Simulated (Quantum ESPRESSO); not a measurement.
Ag2Hf2Nb4 in 6 site orders

Calculated results; nothing here was measured. They come from Quantum ESPRESSO 7.5, a public plane-wave density functional program. Each row is one single-point run on a made-up periodic cell of eight metal atoms, with elements, volume, strain and displacements drawn at random and not relaxed, so a cell may be unstable or far from any real phase. There is no spin polarisation or spin-orbit coupling.

Settings: PBE unless stated; PseudoDojo standard norm-conserving files; Fermi-Dirac width 0.25 eV, which means electrons at about 2900 K; cutoff 1116 eV; 8 x 4 x 3 k mesh shifted half a step off Gamma. E is the free energy of the whole cell (internal energy minus TS), so a -TS column is already part of it. Stress is positive in tension, and the pressure P is minus a third of its trace.

Checks: one run of this series was repeated at a higher cutoff and on a denser mesh, which moved values by no more than 0.004 eV, 0.09 GPa and 0.006 eV/Å, and a second program with other atomic files agreed on it to 2 % rms in force and 0.5 GPa in pressure. Known limits: heavy elements are run without spin-orbit coupling, which real alloys of them have; a spin test at this wide smearing found no moment, but such smearing suppresses magnetism that the real alloy may have.

The lattice is face-centred cubic, and the cell vectors in Å are (-0.016, -2.114, -2.159); (-6.389, -2.165, 0.003); (-2.087, 4.212, -6.477), a volume of 155.13 Å³. The runs put one composition on the same eight displaced sites in different orders. E is counted from run 1, and the rms force is over all 24 components. Nothing is relaxed, so E mixes bonding between neighbours with strain on unrelaxed sites, and it is not an ordering energy.

| run | elements on sites 1 to 8 | E (eV) | -TS (eV) | rms force (eV/Å) | largest force (eV/Å) | P (GPa) |
|---|---|---|---|---|---|---|
| 1 | Ag Nb Nb Nb Hf Nb Hf Ag | 0.000 | -1.785 | 0.647 | 1.79 | 1.44 |
| 2 | Nb Hf Ag Hf Ag Nb Nb Nb | 0.260 | -1.870 | 0.697 | 1.64 | 2.38 |
| 3 | Hf Nb Nb Nb Hf Nb Ag Ag | -0.117 | -1.843 | 0.621 | 1.49 | 0.93 |
| 4 | Nb Hf Ag Ag Hf Nb Nb Nb | -0.195 | -1.781 | 0.580 | 1.26 | 0.99 |
| 5 | Hf Hf Ag Nb Ag Nb Nb Nb | 0.120 | -1.808 | 0.815 | 2.57 | ? |
| 6 | Ag Nb Ag Nb Hf Nb Hf Nb | -0.112 | -1.786 | 0.571 | 1.58 | 1.19 |

## Worked fit

A straight line through the runs shown gives P = 1.49 + 3.25 E GPa with E in eV, an error of 0.39 on the slope and a scatter of 0.14 GPa. At this fixed volume the orders of higher energy tend to have the higher pressure.

## Withheld value

Question: what pressure should run 5 give?

The fit gives 1.88 ± 0.16 GPa. The calculation gave 2.40 GPa. This run lies off the fit by more than twice that error, so something that the fit leaves out matters here.
